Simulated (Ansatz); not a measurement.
**Li$_{7}$NbO$_{6}$: pressure against volume**

Li$_{7}$NbO$_{6}$, R3, a = 5.515 Å, c = 14.577 Å. The structure is a Materials Project entry; whether it is the stable form wasn't checked. Ansatz: r2SCAN, PAW, 500 eV, Γ-centred 6×6×6 mesh on 14 atoms, Gaussian smearing 0.02 eV; no spin polarisation. Shape and atoms are relaxed at each volume; pressure is positive in compression.

| V (Å³/atom) | P (GPa) |
| --- | --- |
| 8.045 | 17.14 |
| 8.319 | 11.79 |
| 8.594 | 7.23 |
| 8.868 | ? |
| 9.142 | 0.02 |
| 9.416 | -2.78 |
| 9.691 | -5.14 |
| 10.056 | -7.72 |

Take V0 = 9.142 Å³/atom, count pressures from its P0 = 0.02 GPa, fit the third-order Birch–Murnaghan form to the other rows, and predict the missing pressure.

With the Eulerian strain f = ½[(V0/V)^(2/3) − 1] and y = (P − P0)/[3f(1 + 2f)^(5/2)], the form is the line y = B0 + 1.5 B0 (B0′ − 4) f. Rows (f, y): 0.04448, 103.7; 0.03246, 103.3; 0.02104, 103.0; -0.00975, 100.6; -0.01907, 99.4; -0.03078, 98.3. Means f = 0.006397, y = 101.38; Σ(Δf)² = 0.004635, ΣΔfΔy = 0.3396; the slope is their ratio. y = 100.9 + 73.27 f GPa, so B0 = 100.9 GPa and B0′ = 4 + 2 × (73.27)/(3 × 100.9) = 4.48. At V = 8.868, f = 0.01025, y = 101.65 and P = 3.31 GPa. The run gave 3.34 GPa, so the fit is 0.03 GPa too low, within the rms miss on the fitted rows (0.04 GPa).

Cost: 8 runs of about 76 core-minutes in all, on Intel Xeon Processor @ 2.50GHz (Skylake/Cascade Lake) (shared hosts).